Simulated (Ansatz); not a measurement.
TiSi$_{2}$:
```cif
data_Si4Ti2
_chemical_formula_sum 'Ti2 Si4'
_space_group_name_H-M_alt 'P 1'
_space_group_IT_number 1
_cell_length_a 6.89984
_cell_length_b 6.89984
_cell_length_c 3.55700
_cell_angle_alpha 90.000
_cell_angle_beta 90.000
_cell_angle_gamma 150.485
loop_
_space_group_symop_operation_xyz
  'x, y, z'
loop_
_atom_site_label
_atom_site_type_symbol
_atom_site_fract_x
_atom_site_fract_y
_atom_site_fract_z
_atom_site_occupancy
Ti1 Ti 0.89755 0.10245 0.75000 1
Ti2 Ti 0.10245 0.89755 0.25000 1
Si1 Si 0.56007 0.43993 0.75000 1
Si2 Si 0.43993 0.56007 0.25000 1
Si3 Si 0.24964 0.75036 0.75000 1
Si4 Si 0.75036 0.24964 0.25000 1
```

Relaxed with PBEsol.

Q: Decompose the optical modes at the zone centre into irreducible representations, and say which are infrared and Raman allowed.

A: Point group mmm: Γ_opt = 3Ag + 3B1g + 2B1u + 2B2u + 3B3g + 2B3u. Infrared: B1u, B2u, B3u. Raman: Ag, B1g, B3g.

Q: Assign frequencies (DFPT, PBEsol (plane waves, PAW; program Ansatz)).

A: B1g 197, B1u 202, B3u 203, B2u 230, B3g 233, Ag 275, Ag 313, Ag 348, B2u 349, B1g 354, B3g 360, B1g 365, B1u 379, B3u 397, B3g 465 cm⁻¹.

Subscripts of B labels follow the axes of the standard setting.

Space group Cmcm. The PBEsol relaxation kept the symmetry of its start. The run is not spin-polarised. As this level gives no gap, phonon frequencies hold no LO–TO term and depend on the k-mesh and smearing (Fermi–Dirac, 0.1 eV here).

Potentials: the earlier of the program's two PAW sets. The files were generated under PBE; for other functionals the program regenerates the frozen cores, and for LDA and PBEsol the local potential too.
